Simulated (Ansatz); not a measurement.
Pt₃Pb:
```cif
data_PbPt3
_chemical_formula_sum 'Pt3 Pb1'
_space_group_name_H-M_alt 'P 1'
_space_group_IT_number 1
_cell_length_a 4.06788
_cell_length_b 4.06788
_cell_length_c 4.06788
_cell_angle_alpha 90.000
_cell_angle_beta 90.000
_cell_angle_gamma 90.000
loop_
_space_group_symop_operation_xyz
  'x, y, z'
loop_
_atom_site_label
_atom_site_type_symbol
_atom_site_fract_x
_atom_site_fract_y
_atom_site_fract_z
_atom_site_occupancy
Pt1 Pt 0.00000 0.50000 0.50000 1
Pt2 Pt 0.50000 0.00000 0.50000 1
Pt3 Pt 0.50000 0.50000 0.00000 1
Pb1 Pb 0.00000 0.00000 0.00000 1
```

Relaxed with PBEsol.

**Question.** Which orbitals make up the states near the Fermi level in DFT-PBEsol in the program Ansatz with PAW potentials?

**Answer.** Within 0.5 eV of the Fermi level: Pt 5d 91 %, Pb 6p 6 %. Projections are on Löwdin-orthogonalised atomic valence shells; empty p or d shells of many metals are not among them.

**Question.** Tabulate the density of states.

**Answer.** States/eV per cell of 4 atoms, in 0.25 eV bins, energy from the Fermi level.

```
E (eV)  total  Pt 5d  Pb 6p  Pt 6s
------  -----  -----  -----  -----
-7.85    0.28   0.04   0.11   0.12
-7.60    0.49   0.08   0.18   0.20
-7.35    0.75   0.15   0.26   0.28
-7.10    1.43   0.40   0.44   0.48
-6.85    2.62   0.97   0.68   0.75
-6.60    2.05   1.01   0.38   0.49
-6.35    1.23   0.51   0.37   0.31
-6.10    2.12   1.05   0.55   0.46
-5.85    2.41   1.44   0.51   0.40
-5.60    2.33   1.65   0.33   0.30
-5.35    3.92   3.33   0.32   0.21
-5.10    8.16   6.85   0.80   0.37
-4.85    6.30   5.47   0.47   0.27
-4.60    5.78   5.10   0.39   0.20
-4.35    5.34   4.55   0.48   0.21
-4.10    4.89   4.16   0.47   0.16
-3.85    6.18   5.62   0.31   0.13
-3.60    6.62   5.98   0.38   0.12
-3.35    4.41   3.95   0.23   0.11
-3.10    3.94   3.44   0.22   0.13
-2.85    2.28   2.03   0.11   0.06
-2.60    4.63   4.34   0.09   0.10
-2.35    6.38   6.14   0.06   0.08
-2.10   11.62  11.04   0.11   0.29
-1.85    6.51   5.96   0.11   0.30
-1.60    7.55   6.74   0.16   0.26
-1.35    6.36   5.26   0.14   0.27
-1.10    3.95   3.00   0.22   0.21
-0.85    1.43   1.32   0.01   0.02
-0.60    2.31   2.27   0.01   0.01
-0.35    2.39   2.36   0.01   0.01
-0.10    1.52   1.46   0.04   0.00
0.15     0.57   0.44   0.10   0.01
0.40     0.83   0.53   0.22   0.02
0.65     2.78   1.61   0.65   0.30
0.90     5.17   2.51   1.11   0.94
1.15     1.51   0.55   0.38   0.34
1.40     1.21   0.43   0.38   0.23
1.65     1.23   0.39   0.40   0.26
1.90     1.34   0.36   0.42   0.33
2.15     1.24   0.28   0.38   0.34
2.40     1.12   0.22   0.35   0.31
2.65     1.06   0.18   0.37   0.25
2.90     1.16   0.17   0.40   0.27
3.15     1.29   0.17   0.47   0.27
3.40     1.26   0.17   0.43   0.30
3.65     1.61   0.27   0.38   0.64
3.90     1.25   0.19   0.31   0.50
4.15     1.11   0.15   0.24   0.46
4.40     1.03   0.12   0.18   0.45
4.65     1.20   0.12   0.24   0.52
```

Space group Pm-3m (Cu3Au type). The workflow started from an entry of the Crystallography Open Database (COD). Whether it is the stable phase at ambient conditions was not checked. The cell was relaxed with PBEsol under the symmetry of its start; of distortions, only those at the zone centre were tested. The run is not spin-polarised. Scalar-relativistic: spin–orbit coupling is off unless named, which matters more the heavier the elements.

Potentials: the later of the program's two PAW sets.
